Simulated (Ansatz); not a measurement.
Given:

MoSe$_{2}$:
```
MoSe2
1.0
    3.32044     0.00000     0.00000
   -1.66022     2.87559     0.00000
    0.00000     0.00000    15.13062
Mo Se
2 4
Direct
  0.66667   0.33333   0.75000
  0.33333   0.66667   0.25000
  0.33333   0.66667   0.86029
  0.66667   0.33333   0.13971
  0.66667   0.33333   0.36029
  0.33333   0.66667   0.63971
```

This is the PBE-relaxed structure.

### Question
All from PBE in the plane-wave PAW code Ansatz, unless another level is named. Estimate the formation energy from the elements (no fitted shifts).

### Answer
-0.68 eV/atom.

### Question
Predict the band gap.

### Answer
1.41 eV (smallest direct gap 1.43 eV).

### Question
And the conduction-band minimum?

### Answer
on the K–Γ line, 46 % of the way from K (6 equivalent valleys).

### Question
And the valence-band maximum?

### Answer
at K.

Space group P6_3/mmc. Symmetry was held in the PBE relaxation. The run is not spin-polarised. The volume lies over 15 % above that of the usual cell of this phase: another minimum, or an error of the functional. A crystal of weakly bound layers computed without a dispersion correction: the cell and the soft elastic constants depend strongly on that. The references are the lowest solids computed at this level, not always the standard phases. Spin–orbit coupling is left out wherever it is not named.

Potentials: the earlier of the program's two PAW sets.
